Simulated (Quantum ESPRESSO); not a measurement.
Field gradients of Mg2NCl from PBE PAW (JTH datasets; density from pw.x of a modified build of Quantum ESPRESSO, gradients reconstructed from it by a script), 25 Ha, k-mesh 8×8×8 through Γ:

```xyz
4
Lattice="1.6607 0.9588 6.0030 -1.6607 0.9588 6.0030 0.0000 -1.9176 6.0030" Properties=species:S:1:pos:R:3 pbc="T T T"
Mg     0.0000     0.0000     4.0127
Mg     0.0000     0.0000    13.9962
N      0.0000     0.0000     9.0045
Cl     0.0000     0.0000     0.0000
```
The geometry is a computed Materials Project entry, not a measured one. It is Mg2NCl in R-3m; whether this form has been observed was not checked. Stability against distortions was not tested. Forces on the atoms reach 0.13 eV/Å at this level.

Vzz is the sum of three terms, each taken along its main axis: the smooth valence density, the ions (nucleus and frozen core) with the augmentation charges of all other spheres, and the all-electron minus smooth density in the atom's own sphere. The split hangs on the datasets.  Cores are frozen. Against all-electron runs on small test molecules, this scheme's |Vzz| missed by under 1 % on N, −3 to −9 % on Cl. Mg had no test against all-electron runs.

| site | smooth valence density | ions and other spheres | own sphere | Vzz (a.u.) |
|---|---|---|---|---|
| Mg (atoms 1, 2) | 0.027 | -0.013 | (withheld) | (withheld) |
| N (atom 3) | 0.146 | -0.103 | (withheld) | (withheld) |
| Cl (atom 4) | 0.021 | 0.021 | (withheld) | (withheld) |

Q: Some entries are withheld; supply them.

A: 
- Mg (atoms 1, 2), own sphere: 0.191
- Mg (atoms 1, 2), Vzz (a.u.): 0.205
- N (atom 3), own sphere: 0.061
- N (atom 3), Vzz (a.u.): 0.105
- Cl (atom 4), own sphere: 0.555
- Cl (atom 4), Vzz (a.u.): 0.598
